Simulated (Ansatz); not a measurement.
CaF2 in space group Pmc2_1 (No. 26; Ca on 2a, F on 2b, F on 2a), the program Ansatz at the LDA level (PAW). The conduction-band minimum lies at Γ, with 1 equivalent valley. Second derivatives d²E/dk² of the lowest band at one valley (eV·Å²), along Cartesian directions:

```tsv
direction	d²E/dk²
[100]	13.28
[010]	6.133
[001]	10.43
[110]	9.709
[101]	11.86
[011]	8.281
```

Task: Find the principal effective masses, the density-of-states mass and the conductivity mass.

Result: Off-diagonal terms follow from H_xy = H[110] − (H_xx + H_yy)/2, and m*/mₑ = 7.620 eV·Å² over each eigenvalue: 0.57, 0.73, 1.2. One valley's DOS mass (m₁m₂m₃)^(1/3) = 0.80, conductivity mass 3/(Σ 1/mᵢ) = 0.77 mₑ.

Task: What effective density of states Nc follows at 300 K for parabolic valleys?

Result: Nc = 2.509e19 × 1 × (0.80)^(3/2) ≈ 1.8e19 cm⁻³.

The first step of the workflow began from a Materials Project structure, measured or hypothetical; the Crystallography Open Database copy checked does not list it. It is not the phase usual at ambient conditions (space group No. 225). The LDA relaxation kept the symmetry of its start; whether a distortion lowers the energy is not shown.

Potentials: the earlier of the program's two PAW sets. The files were generated under PBE; for other functionals the program regenerates the frozen cores, and for LDA and PBEsol the local potential too.

Edges and masses are those of Kohn–Sham bands, whose gap is no quasiparticle gap.
